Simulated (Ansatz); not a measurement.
Problem. Name crystals whose computed values (the program Ansatz at the PBE level (PAW)) fall in these windows: G_Hill (GPa) 27 to 38; B₀ by P(V) fit (GPa) 39 to 52.

Solution. 

| crystal | G_Hill (GPa) | B₀ by P(V) fit (GPa) |
|---|---|---|
| Lu, hcp (Mg type) | 32.1 | 46.3 |
| GaSb, zinc blende | 28.9 | 44.6 |
Others may fit too.

All cells were relaxed under the symmetry of their starts (and spin orders); stability against distortions was not tested throughout. Scalar-relativistic: spin–orbit coupling is off unless named, which matters more the heavier the elements.

Potentials: the later of the program's two PAW sets.
